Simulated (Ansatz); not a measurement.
One crystal and one scan (scan of one atom of the cell) at two levels, PBE (plane waves to 420 eV, PAW, scalar-relativistic; Ansatz, an electronic-structure program) and r2SCAN (plane waves to 500 eV, PAW, scalar-relativistic; Ansatz), each from its own relaxed cell and on its own mesh. The cell shown is that of PBE.

Relaxed BaTiO₃ (cubic perovskite):

```
CELL_PARAMETERS angstrom
      4.01946     0.00000     0.00000
      0.00000     4.01946     0.00000
      0.00000     0.00000     4.01946
ATOMIC_POSITIONS crystal
  Ba 0.00000 0.00000 0.00000
  Ti 0.50000 0.50000 0.50000
  O  0.00000 0.50000 0.50000
  O  0.50000 0.50000 0.00000
  O  0.50000 0.00000 0.50000
```

Scan: atom 5 (O, nearest neighbour Ti at 2.010 Å; its periodic images, 4.0 Å or more away, move with it) is displaced along Cartesian z, direction (0.000, 0.000, 1.000) in Cartesian axes, by s. The other atoms stay.

Energies are smeared free energies. BaTiO3 is run without spin polarisation. BaTiO3 was relaxed with its symmetry unable to fall. The PAW data are Ansatz's earlier set. This is a high-temperature form of BaTiO3. Both scans cover s from -0.200 to 0.200 Å.

ΔE (meV/cell), each from the undisplaced structure of its own level:

```
s (Å)     PBE    r2SCAN
------  -----  --------
-0.200  105.5  withheld
-0.160   67.2      75.7
-0.120   37.6      42.4
-0.080   16.7      18.8
-0.040    4.2       4.7
0.000     0.0       0.0
0.040     4.2       4.7
0.080    16.7      18.8
0.120    37.6      42.4
0.160    67.2      75.7
0.200   105.5  withheld
```

**Question.** Estimate the r2SCAN value at 0.200 from the PBE value there and the ratio of the two levels in the two nearest given rows on that side of the minimum.

**Answer.** At 0.160 and 0.120 the ratio r2SCAN/PBE averages 1.127, which gives 1.127 × 105.5 = 118.9 meV/cell. The calculation gives 118.9 meV/cell, +12.7 % against PBE.

(A displaced cell: forces are minus the slopes of the energy, force constants its curvatures, and phonons follow from these.)
